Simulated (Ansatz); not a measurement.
MgS:
```cif
data_Mg6S6
_chemical_formula_sum 'Mg6 S6'
_space_group_name_H-M_alt 'Pm-3n'
_space_group_IT_number 223
_space_group_name_Hall '-P 4n 2 3'
_cell_length_a 6.94642
_cell_length_b 6.94642
_cell_length_c 6.94642
_cell_angle_alpha 90.000
_cell_angle_beta 90.000
_cell_angle_gamma 90.000
loop_
_atom_site_label
_atom_site_type_symbol
_atom_site_symmetry_multiplicity
_atom_site_Wyckoff_symbol
_atom_site_fract_x
_atom_site_fract_y
_atom_site_fract_z
_atom_site_occupancy
Mg1 Mg 6 c 0.00000 0.50000 0.25000 1
S1 S 6 d 0.00000 0.25000 0.50000 1
```

Relaxed with r²SCAN. r²SCAN in the plane-wave PAW code Ansatz gives a gap of 3.57 eV.

Task: What gap does HSE06 give on the same cell (Ansatz, PAW)?

Result: 4.07 eV, 0.50 eV more. The hybrid was solved on a coarser mesh and at special points; the gap given is the minimum over both.

```csv
k,v1 r²SCAN,c1 r²SCAN,v1 HSE06,c1 HSE06
Γ,0.00,3.57,0.00,4.07
R,-0.94,6.12,___,___
M,-0.03,4.96,___,___
X,-0.02,4.70,___,___
```

Task: Top valence (v1) and lowest conduction level (c1) in eV from each method's valence maximum (which need not be a listed point): supply the withheld HSE06 values.

Result: 
- M, v1 HSE06: -0.03
- M, c1 HSE06: 5.48
- R, v1 HSE06: -0.97
- R, c1 HSE06: 6.82
- X, v1 HSE06: -0.02
- X, c1 HSE06: 5.30

Cost on shared cores: the r²SCAN run (SCF on a 4×4×4 mesh, then bands and DOS) around 6 core-minutes (rough), the HSE06 run (SCF on 3×3×3, then a few points) around 10 core-minutes (rough); the tasks are unlike.

The start of the workflow was typed in or built on a structure type; neither database checked (COD, Materials Project) lists it. COD files the formula under space group No. 225. Its standing as an ambient phase is unchecked. Symmetry was held in the r²SCAN relaxation; whether a distortion lowers the energy is not shown.

Potentials: the earlier of the program's two PAW sets.
